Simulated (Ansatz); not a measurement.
Single point in Ansatz 0.2.0 with r2SCAN, no spin polarisation. Cutoff 500 eV, PAW datasets, 6×6×6 Γ-centred k mesh, methfessel-paxton filling (width 0.1671 eV).

Computed maps in the lattice plane spanned by a (left to right, 3.85 Å, 12 points from zero) and c (bottom to top, 7.75 Å, 23 points from zero), 104° apart, at height 0.689 along b. The fields are smooth PAW ones with compensation charges, not the true ones near nuclei.

Valence density. Digits on a logarithmic scale: 0 up to 0.03 e/Å³, each further digit a factor of 1.6, 9 from 1.3 e/Å³ up:
```
666666788766
788765555566
999865545568
999865555579
999765555679
997655555668
766555555566
665555555566
876544445678
997544446899
997544457999
997544469999
996555569999
876555568999
666666666777
556666655555
556666555555
555655555665
555555579987
544445799998
544446999998
544446999997
555556999986
```

The cell is Nb5Ge4Au4. Which atoms lie within 0.2 Å of this plane, and where (fractions of a and c)?

Ge at (0.07, 0.82), Nb at (0.69, 0.07), Au at (0.89, 0.48). The whole cell:
```
CELL_PARAMETERS angstrom
0.00000 0.00000 3.84984
5.30980 -5.30980 1.92492
5.30980 5.30980 -1.92492
ATOMIC_POSITIONS crystal
Ge 0.24482 0.82177 0.31141
Ge 0.06659 0.68859 0.82177
Ge 0.75518 0.17823 0.68859
Ge 0.93341 0.31141 0.17823
Nb 0.38055 0.92917 0.69027
Nb 0.30972 0.30973 0.92917
Nb 0.61945 0.07083 0.30973
Nb 0.69028 0.69027 0.07083
Au 0.11028 0.29519 0.51575
Au 0.40547 0.48425 0.29519
Au 0.88972 0.70481 0.48425
Au 0.59453 0.51575 0.70481
Nb 0.00000 0.00000 0.00000
```

Origin: a known structure type with other elements, at an estimated volume, so it need not be a known compound. Caveats: wide smearing.
